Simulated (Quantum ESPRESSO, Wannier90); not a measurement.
# Wannier functions of InP (wurtzite)

Materials Project entry mp-966800; symmetrised, unrelaxed at this level. Not found in the COD (Crystallography Open Database) copy used, which has the formula in other groups; not checked further. Method: PBEsol plane waves in Quantum ESPRESSO 7.5 (PseudoDojo norm-conserving files, 56 Ry, no spin polarisation, no spin-orbit coupling), Bloch states on a 12×12×6 mesh through Γ, Wannier90 4.0.1. Density: 12×12×6 mesh, Gaussian smearing 0.01 Ry. Spin-orbit coupling is left out although heavy elements are present.

On the energy scale of pw.x, whose zero is arbitrary, the valence-band maximum lies at 6.81 eV.

Input w.win:

```
num_bands = 8
num_wann = 8
exclude_bands = 1-10,19-36
num_iter = 1000
conv_tol = 1.0e-6
conv_window = 4
write_hr = true
write_u_matrices = true
begin projections
P: sp3
end projections
begin unit_cell_cart
ang
    4.1681099369    0.0000000000    0.0000000000
   -2.0840549684    3.6096890911    0.0000000000
    0.0000000000    0.0000000000    6.8399900000
end unit_cell_cart
begin atoms_frac
In  -0.3333333333  0.3333333333 -0.4998000000
In   0.3333333333 -0.3333333333  0.0002000000
P   -0.3333333333  0.3333333333 -0.1252000000
P    0.3333333333 -0.3333333333  0.3748000000
end atoms_frac
mp_grid = 12 12 6
begin kpoints
0.0000000000 0.0000000000 0.0000000000
0.0000000000 0.0000000000 0.1666666667
0.0000000000 0.0000000000 0.3333333333
... (861 more lines: the 12x12x6 mesh through Gamma)
end kpoints
```

Input of pw2wannier90.x that gives the overlap and projection files (equivalent; here they were cut from one run over all bands):

```
&inputpp
  outdir = './out'
  prefix = 'pwscf'
  seedname = 'w'
  write_amn = .true.
  write_mmn = .true.
/
```

Output w.wout (banner and timings cut):

```
                                    ------
                                    SYSTEM
                                    ------

                              Lattice Vectors (Ang)
                    a_1     4.168110   0.000000   0.000000
                    a_2    -2.084055   3.609689   0.000000
                    a_3     0.000000   0.000000   6.839990

                   Unit Cell Volume:     102.91162  (Ang^3)

                        Reciprocal-Space Vectors (Ang^-1)
                    b_1     1.507442   0.870322  -0.000000
                    b_2     0.000000   1.740644   0.000000
                    b_3     0.000000  -0.000000   0.918596

 *----------------------------------------------------------------------------*
 |   Site       Fractional Coordinate          Cartesian Coordinate (Ang)     |
 +----------------------------------------------------------------------------+
 | in   1  -0.33333   0.33333  -0.49980   |   -2.08405   1.20323  -3.41863    |
 | in   2   0.33333  -0.33333   0.00020   |    2.08405  -1.20323   0.00137    |
 | p    1  -0.33333   0.33333  -0.12520   |   -2.08405   1.20323  -0.85637    |
 | p    2   0.33333  -0.33333   0.37480   |    2.08405  -1.20323   2.56363    |
 *----------------------------------------------------------------------------*
                                ------------
                                K-POINT GRID
                                ------------

             Grid size = 12 x 12 x  6      Total points =  864

 *---------------------------------- MAIN ------------------------------------*
 |  Number of Wannier Functions               :                 8             |
 |  Number of Objective Wannier Functions     :                 8             |
 |  Number of input Bloch states              :                 8             |
 |  Output verbosity (1=low, 5=high)          :                 1             |
 |  Timing Level (1=low, 5=high)              :                 1             |
 |  Optimisation (0=memory, 3=speed)          :                 3             |
 |  Length Unit                               :               Ang             |
 |  Post-processing setup (write *.nnkp)      :                 F             |
 |  Using Gamma-only branch of algorithms     :                 F             |
 *----------------------------------------------------------------------------*
 *------------------------------- WANNIERISE ---------------------------------*
 |  Total number of iterations                :              1000             |
 |  Number of CG steps before reset           :                 5             |
 |  Trial step length for line search         :             2.000             |
 |  Convergence tolerence                     :         0.100E-05             |
 |  Convergence window                        :                 4             |
 |  Iterations between writing output         :                 1             |
 |  Iterations between backing up to disk     :               100             |
 |  Write r^2_nm to file                      :                 F             |
 |  Write xyz WF centres to file              :                 F             |
 |  Write on-site energies <0n|H|0n> to file  :                 F             |
 |  Use guiding centre to control phases      :                 F             |
 |  Use phases for initial projections        :                 F             |
 *----------------------------------------------------------------------------*
 *-------------------------------- PLOTTING ----------------------------------*
 |  Plotting Hamiltonian in WF basis          :                 T             |
 *----------------------------------------------------------------------------*

       ... (k-mesh section left out)

 Starting a new Wannier90 calculation ...

 Reading overlaps from w.mmn

 Reading projections from w.amn

 *------------------------------- WANNIERISE ---------------------------------*
 +--------------------------------------------------------------------+<-- CONV
 | Iter  Delta Spread     RMS Gradient      Spread (Ang^2)            |<-- CONV
 +--------------------------------------------------------------------+<-- CONV

 ------------------------------------------------------------------------------
 Initial State
  WF centre and spread    1  ( -1.485544,  1.661611, -0.495303 )     2.65525148
  WF centre and spread    2  ( -1.968692,  0.948338, -1.207608 )     3.13623464
  WF centre and spread    3  ( -2.478969,  1.458734, -1.207628 )     2.99686740
  WF centre and spread    4  ( -2.401990,  0.744930, -0.495307 )     2.90542527
  WF centre and spread    5  (  2.401990, -0.744930,  2.924688 )     2.90542527
  WF centre and spread    6  (  2.478969, -1.458734,  2.212367 )     2.99686740
  WF centre and spread    7  (  1.968692, -0.948338,  2.212387 )     3.13623464
  WF centre and spread    8  (  1.485544, -1.661611,  2.924692 )     2.65525148
  Sum of centres and spreads (  0.000000, -0.000000,  6.868289 )    23.38755759

      0     0.234E+02     0.0000000000       23.3875576170  <-- CONV
        O_D=      0.1153606 O_OD=      4.9209360 O_TOT=     23.3875576 <-- SPRD
 ------------------------------------------------------------------------------
      1    -0.236E+00     0.2425416643       23.1512259947  <-- CONV
        O_D=      0.0708653 O_OD=      4.7290998 O_TOT=     23.1512260 <-- SPRD
      2    -0.123E+00     0.2429651440       23.0284349562  <-- CONV
        O_D=      0.0481939 O_OD=      4.6289801 O_TOT=     23.0284350 <-- SPRD
      3    -0.760E-01     0.2183325622       22.9524621641  <-- CONV
        O_D=      0.0355070 O_OD=      4.5656943 O_TOT=     22.9524622 <-- SPRD
      4    -0.507E-01     0.1773205948       22.9017490963  <-- CONV
        O_D=      0.0258938 O_OD=      4.5245944 O_TOT=     22.9017491 <-- SPRD
      5    -0.300E-01     0.1385428573       22.8717456376  <-- CONV
        O_D=      0.0221590 O_OD=      4.4983257 O_TOT=     22.8717456 <-- SPRD
       ... (lines left out)
    100    -0.781E-04     0.0074492115       19.6055609797  <-- CONV
        O_D=      0.0219088 O_OD=      1.2323912 O_TOT=     19.6055610 <-- SPRD
       ... (lines left out)
    138    -0.462E-06     0.0005035139       19.6048320959  <-- CONV
        O_D=      0.0218972 O_OD=      1.2316739 O_TOT=     19.6048321 <-- SPRD
    139    -0.443E-06     0.0007166241       19.6048316527  <-- CONV
        O_D=      0.0218971 O_OD=      1.2316736 O_TOT=     19.6048317 <-- SPRD
    140    -0.527E-06     0.0004851737       19.6048311258  <-- CONV
        O_D=      0.0218971 O_OD=      1.2316731 O_TOT=     19.6048311 <-- SPRD
             <<<     Delta < 1.000E-06  over  4 iterations     >>>
             <<< Wannierisation convergence criteria satisfied >>>
 Final State
  WF centre and spread    1  ( -1.330874,  1.638132, -0.545035 )     2.44643856
  WF centre and spread    2  ( -2.083806,  1.202975, -1.778292 )     2.46307149
  WF centre and spread    3  ( -2.837317,  1.638259, -0.545466 )     2.44646839
  WF centre and spread    4  ( -2.084229,  0.333559, -0.544874 )     2.44643710
  WF centre and spread    5  (  2.084229, -0.333559,  2.875121 )     2.44643711
  WF centre and spread    6  (  2.837317, -1.638259,  2.874529 )     2.44646840
  WF centre and spread    7  (  2.083806, -1.202975,  1.641703 )     2.46307149
  WF centre and spread    8  (  1.330874, -1.638132,  2.874960 )     2.44643856
  Sum of centres and spreads (  0.000000, -0.000000,  6.852646 )    19.60483110

         Spreads (Ang^2)       Omega I      =    18.351260954
        ================       Omega D      =     0.021897051
                               Omega OD     =     1.231673121
    Final Spread (Ang^2)       Omega Total  =    19.604831126
```
